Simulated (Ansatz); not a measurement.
Data:

NbAgO3:
```xyz
5
Lattice="3.9499 0.0000 0.0000 0.0000 3.9499 0.0000 0.0000 0.0000 3.9499" Properties=species:S:1:pos:R:3 pbc="T T T"
Nb     0.0000     0.0000     0.0000
Ag     1.9749     1.9749     1.9749
O      1.9749     0.0000     0.0000
O      0.0000     1.9749     0.0000
O      0.0000     0.0000     1.9749
```

This is the PBEsol-relaxed structure.

Task: All from the program Ansatz at the PBEsol level (PAW), unless another level is named. Predict the Young's modulus.

Result: 219 GPa.

Task: And the highest zone-centre frequency (without LO–TO term)?

Result: 500 cm⁻¹.

Space group Pm-3m (cubic perovskite). The workflow started from a Materials Project entry (that database holds measured and hypothetical structures alike); the Crystallography Open Database copy checked does not list it. COD files the formula under space group No. 57, so this cell is another polymorph or a model. Its standing as an ambient phase is unchecked. The PBEsol relaxation kept the symmetry of its start. At this level the phase is dynamically unstable (imaginary phonons). No spin polarisation was allowed.

Potentials: the later of the program's two PAW sets.
